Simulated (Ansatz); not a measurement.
Crystals of one structure type (cubic perovskite) and one family of elements, relaxed and computed with DFT-r²SCAN in the program Ansatz with PAW potentials; HSE06 gaps on those cells.

```json
[
 {"crystal": "CsCaBr3", "gap (eV)": "5.20", "HSE06 gap (eV)": "5.63"},
 {"crystal": "KCaF3", "gap (eV)": "7.14", "HSE06 gap (eV)": "8.38"},
 {"crystal": "CsCaF3", "gap (eV)": "8.05", "HSE06 gap (eV)": "9.24"},
 {"crystal": "KMgF3", "gap (eV)": "8.30", "HSE06 gap (eV)": "?"}
]
```

Question: Fit a straight line to E_g(HSE06) against E_g and predict the withheld value.

Answer: Least squares on the 3 shown rows: E_g(HSE06) = 1.290 × E_g + (-1.018), with a scatter of 0.14. For KMgF3 this gives 9.69. The run itself gave 9.61, within the scatter.

Standing as an ambient phase not checked: CsCaBr3, cubic perovskite; KCaF3, cubic perovskite; CsCaF3, cubic perovskite. All cells were relaxed under the symmetry of their starts (and spin orders); stability against distortions was not tested throughout. Spin–orbit coupling is left out wherever it is not named.

Potentials: the later of the program's two PAW sets.
